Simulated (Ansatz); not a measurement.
The relaxed structure here is a generated cell of Si2W: the first start was made by placing the elements on the sites of a structure type, and the end was not matched to a known phase here, so it may be hypothetical. Known forms of Si2W include space group No. 139.

One starting cell of Si$_{2}$W (a generated trial cell of Si2W in the AFLOW prototype A2B_tP6_136_f_a (C4, as in TiO2)) was relaxed twice with Ansatz (plane waves, PAW, scalar-relativistic): with r2SCAN at 500 eV and with PBE at 420 eV. The r2SCAN result:

```
CELL_PARAMETERS angstrom
      6.51201     0.00000     0.00000
      0.00000     6.51201     0.00000
      0.00000     0.00000     2.72489
ATOMIC_POSITIONS crystal
  W  0.50000 0.50000 0.50000
  W  0.00000 0.00000 0.00000
  Si 0.77110 0.77110 0.50000
  Si 0.27110 0.72890 0.00000
  Si 0.72890 0.27110 0.00000
  Si 0.22890 0.22890 0.50000
```

```json
[
 {"quantity": "space group", "r2SCAN": "P4₂/mnm", "PBE": "P4₂/mnm"},
 {"quantity": "volume (Å³/atom)", "r2SCAN": "19.26", "PBE": "…"},
 {"quantity": "a (Å)", "r2SCAN": "6.512", "PBE": "…"},
 {"quantity": "c (Å)", "r2SCAN": "2.725", "PBE": "…"},
 {"quantity": "gap (eV, no spin-orbit coupling)", "r2SCAN": "0.00", "PBE": "…"}
]
```

Q: What does PBE give for the same quantities?

A: 
- volume (Å³/atom), PBE: 19.51
- a (Å), PBE: 6.549
- c (Å), PBE: 2.730
- gap (eV, no spin-orbit coupling), PBE: 0.00

Both levels end in the same structure; PBE's volume is 1.3 % larger. Neither column is exact.

No spin polarisation in the result.

The run could not lower the symmetry of its start; a shaken copy of this end point relaxes with r2SCAN to C2/m (No. 12), 0.40 eV/atom lower.

Ansatz is an electronic-structure program.
